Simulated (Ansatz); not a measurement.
The relaxed structure here is a generated cell of Sr: the first start was made by placing the elements on the sites of a structure type, and the end was not matched to a known phase here, so it may be hypothetical. Known forms of Sr include space group No. 225.

A relaxed cell of Sr (Pm-3n (No. 223)), relaxed on a k-mesh at least as fine as the one used below. Calculation: PBEsol (plane waves to 420 eV, PAW, scalar-relativistic; Ansatz, an electronic-structure program). Γ-centred k-mesh 5×5×5 on the run's cell (coarser than for final values), Fermi–Dirac smearing 0.05 eV.

```yaml
crystal:
  lattice:
    - [7.48651, 0.00000, 0.00000]
    - [0.00000, 7.48651, 0.00000]
    - [0.00000, 0.00000, 7.48651]
  atoms:
    - { symbol: Sr, position: [0.25000, 0.00000, 0.50000] }
    - { symbol: Sr, position: [0.75000, 0.00000, 0.50000] }
    - { symbol: Sr, position: [0.00000, 0.50000, 0.25000] }
    - { symbol: Sr, position: [0.00000, 0.50000, 0.75000] }
    - { symbol: Sr, position: [0.50000, 0.25000, 0.00000] }
    - { symbol: Sr, position: [0.50000, 0.75000, 0.00000] }
    - { symbol: Sr, position: [0.00000, 0.00000, 0.00000] }
    - { symbol: Sr, position: [0.50000, 0.50000, 0.50000] }
```

The atoms are displaced by (Å):

| atom | ux | uy | uz |
|---|---|---|---|
| Sr1 | -0.058 | -0.052 | 0.043 |
| Sr2 | 0.090 | -0.091 | 0.070 |
| Sr3 | -0.003 | 0.017 | 0.056 |
| Sr4 | -0.071 | 0.022 | 0.116 |
| Sr5 | 0.097 | -0.130 | -0.143 |
| Sr6 | 0.101 | -0.020 | 0.104 |
| Sr7 | 0.100 | -0.025 | -0.058 |
| Sr8 | 0.006 | 0.044 | -0.040 |

What forces (eV/Å) and pressure result?


| atom | Fx | Fy | Fz |
|---|---|---|---|
| Sr1 | 0.42 | 0.07 | -0.10 |
| Sr2 | -0.39 | 0.12 | -0.12 |
| Sr3 | 0.04 | -0.07 | 0.11 |
| Sr4 | 0.12 | -0.07 | -0.24 |
| Sr5 | -0.05 | 0.34 | 0.14 |
| Sr6 | -0.06 | -0.24 | -0.12 |
| Sr7 | -0.03 | 0.04 | 0.22 |
| Sr8 | -0.05 | -0.19 | 0.11 |

Pressure +0.1 GPa.

No spin polarisation in the result.

The run that gave the undisplaced cell could not lose the symmetry of its start; a randomly shaken copy of 8 atoms returns to this structure.
